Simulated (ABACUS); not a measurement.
Set-up for a self-consistent single point of Ag (P6_3/mmc, 4 atoms in the cell; from Materials Project mp-8566, changed as shown).

```
Ag
1.0
    2.90139     0.00000     0.00000
   -1.45070     2.51268     0.00000
    0.00000     0.00000     9.43205
Ag
4
Direct
  0.00000   0.00000   0.00000
  0.00000   0.00000   0.50000
  0.33333   0.66667   0.25000
  0.66667   0.33333   0.75000
```

Level of theory: LDA (PW92), PseudoDojo 0.4 standard norm-conserving LDA (tails mended) pseudopotentials (plane waves; ABACUS 3.10.1).

ABACUS settings:

```
setting                                                               value
---------------  ----------------------------------------------------------
KPT                                                       Gamma 6 6 2 0 0 0
basis_type                                                               pw
dft_functional                                                        PWLDA
ecutwfc                                                               86 Ry
smearing_method                                                    gaussian
smearing_sigma                                                0.00999582 Ry
potentials       PseudoDojo 0.4 standard norm-conserving LDA (tails mended)
symmetry                                                                  1
ks_solver                                                                cg
scf_nmax                                                                100
scf_thr                                                          1.0e-09 Ry
mixing_type                                                         broyden
mixing_beta                                                             0.7
```

Results:

- Number of valence electrons = 76
- Number of bands = 48
- Number of k-points after the program's reduction = 26
- Number of plane waves (most at a k-point) = 6270
- Number of SCF iterations = 17
- FFT grid = 36 × 36 × 108
- Free energy E − TS = -16869.4360 eV
- Fermi level (on the code's own zero) = 16.67 eV
- Pressure = -7.53 GPa

Stress (GPa, positive for compression):
```
-6.70   0.00   0.00
 0.00  -6.70   0.00
 0.00   0.00  -9.21
```

For comparison: a first run was changed to give this one (volume scaled by 0.99), and from it to this one the free energy goes down by 8.6 meV/atom and the pressure goes from -8.39 to -7.53 GPa.

The structure comes from a collection of computed structures, made at another level of theory; the collection holds predicted forms beside known ones. No clean gap shows at this smearing width and mesh (spacing up to 0.42 Å⁻¹); the mesh is coarse for partly filled bands, so the values carry mesh errors.

Cost on one core: roughly 4 core-minutes.

“Tails mended”: in these copies of the files the far tail of each local potential was reset to the Coulomb form.
